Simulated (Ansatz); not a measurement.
Relaxation of a relaxed Be cell displaced along its unstable phonon at q = (½, 0, 0) of its primitive reciprocal cell (100i cm⁻¹), largest move 0.15 Å; 2 atoms in the cell, which starts as Cmcm (No. 63), oS4; a = 2.492 Å, b = 3.525 Å, c = 3.525 Å, α = 90.00°, β = 90.00°, γ = 90.00°. Level of theory: PBEsol (plane waves to 420 eV, PAW, scalar-relativistic; Ansatz, a program for electronic structure). Γ-centred k-mesh 9×18×18 on the run's cell (coarser than for final values), Fermi–Dirac smearing 0.05 eV. This is the first round of the run. 

The optimiser's lines from the output (shortened; P is positive under compression):

```
relax step   1: F+E_penalty+E_count = -180.51227523 eV  Δ(F+E_penalty+E_count) = +0.000e0 eV  max|allowed force component| = 1.229e-2 eV/Å  Δτ_max = 0.0000 Å  P = +1.373 GPa  Ω = 15.481 Å³  (5 SCF iters, dr2 threshold 1.00e-7 eV, accepted)
relax step   2: F+E_penalty+E_count = -180.57799463 eV  Δ(F+E_penalty+E_count) = -6.572e-2 eV  max|allowed force component| = 2.234e-1 eV/Å  Δτ_max = 0.0152 Å  P = +1.273 GPa  Ω = 15.517 Å³  (5 SCF iters, dr2 threshold 2.00e-7 eV, accepted)
relax step   3: F+E_penalty+E_count = -180.69223957 eV  Δ(F+E_penalty+E_count) = -1.142e-1 eV  max|allowed force component| = 5.342e-2 eV/Å  Δτ_max = 0.1073 Å  P = +0.710 GPa  Ω = 15.572 Å³  (5 SCF iters, dr2 threshold 2.00e-7 eV, accepted)
relax step   4: F+E_penalty+E_count = -180.65545049 eV  Δ(F+E_penalty+E_count) = +3.679e-2 eV  max|allowed force component| = 2.588e-1 eV/Å  Δτ_max = 0.0108 Å  P = +1.775 GPa  Ω = 15.514 Å³  (5 SCF iters, dr2 threshold 2.00e-7 eV, rejected (line search))
relax step   5: F+E_penalty+E_count = -180.69779186 eV  Δ(F+E_penalty+E_count) = -5.552e-3 eV  max|allowed force component| = 3.047e-3 eV/Å  Δτ_max = 0.0193 Å  P = +0.284 GPa  Ω = 15.625 Å³  (6 SCF iters, accepted)
relax step   6: F+E_penalty+E_count = -180.69828139 eV  Δ(F+E_penalty+E_count) = -4.895e-4 eV  max|allowed force component| = 1.173e-3 eV/Å  Δτ_max = 0.0013 Å  P = -0.004 GPa  Ω = 15.652 Å³  (3 SCF iters, dr2 threshold 2.00e-7 eV, accepted)
relax step   7: F+E_penalty+E_count = -180.69829537 eV  Δ(F+E_penalty+E_count) = -1.398e-5 eV  max|allowed force component| = 1.082e-2 eV/Å  Δτ_max = 0.0007 Å  P = +0.006 GPa  Ω = 15.653 Å³  (3 SCF iters, dr2 threshold 2.00e-7 eV, accepted)
relax step   8: F+E_penalty+E_count = -180.69833306 eV  Δ(F+E_penalty+E_count) = -3.769e-5 eV  max|allowed force component| = 7.975e-4 eV/Å  Δτ_max = 0.0015 Å  P = +0.000 GPa  Ω = 15.653 Å³  (3 SCF iters, dr2 threshold 1.49e-7 eV, accepted)
relax step   9: F+E_penalty+E_count = -180.69871261 eV  Δ(F+E_penalty+E_count) = -3.796e-4 eV  max|allowed force component| = 6.977e-4 eV/Å  Δτ_max = 0.0000 Å  P = +0.036 GPa  Ω = 15.653 Å³  stress off target by 7.97e-2 GPa  SCF on the basis re-selected at this cell (its energy is not comparable with the rows above)  (4 SCF iters)
relax step  10: F+E_penalty+E_count = -180.69871249 eV  Δ(F+E_penalty+E_count) = +1.173e-7 eV  max|allowed force component| = 3.609e-5 eV/Å  Δτ_max = 0.0003 Å  P = -0.035 GPa  Ω = 15.662 Å³  (2 SCF iters, dr2 threshold 1.59e-8 eV, accepted)
relax step  11: F+E_penalty+E_count = -180.69871356 eV  Δ(F+E_penalty+E_count) = -1.071e-6 eV  max|allowed force component| = 3.010e-6 eV/Å  Δτ_max = 0.0000 Å  P = -0.001 GPa  Ω = 15.658 Å³  (2 SCF iters, dr2 threshold 4.13e-9 eV, accepted)
relax step  12: F+E_penalty+E_count = -180.69871419 eV  Δ(F+E_penalty+E_count) = -6.289e-7 eV  max|allowed force component| = 7.384e-6 eV/Å  Δτ_max = 0.0000 Å  P = -0.001 GPa  Ω = 15.658 Å³  stress off target by 1.00e-3 GPa  SCF on the basis re-selected at this cell (its energy is not comparable with the rows above)  (4 SCF iters)
```

From the first to the last row the energy changes by -0.09 eV/atom and the volume by +1.1 %. The last row is marked as not comparable with the walk above it, whose basis was carried along; it does compare with step 1, since both stand on a basis selected at the nominal cutoff for their own cell.

Step 4 was rejected by the optimiser.

Later rounds, restarted from the end of this one on a renewed k-mesh, logged 5 more steps and released under 0.01 eV/atom more. The final structure after all rounds: P6₃/mmc (No. 194), hP2, hcp (Mg type); a = b = 2.2568 Å, c = 3.5529 Å, α = β = 90.00°, γ = 120.00°. Between re-selections the logged energies stand on a plane-wave basis carried along with the cell. No spin polarisation in the result.

The run could not lose the symmetry of its start.

Of the parent cell (Im-3m (No. 229)): it is a generated cell of Be: the first start was made by placing the elements on the sites of a structure type, and the end was not matched to a known phase here, so it may be hypothetical. Known forms of Be include space group No. 194.
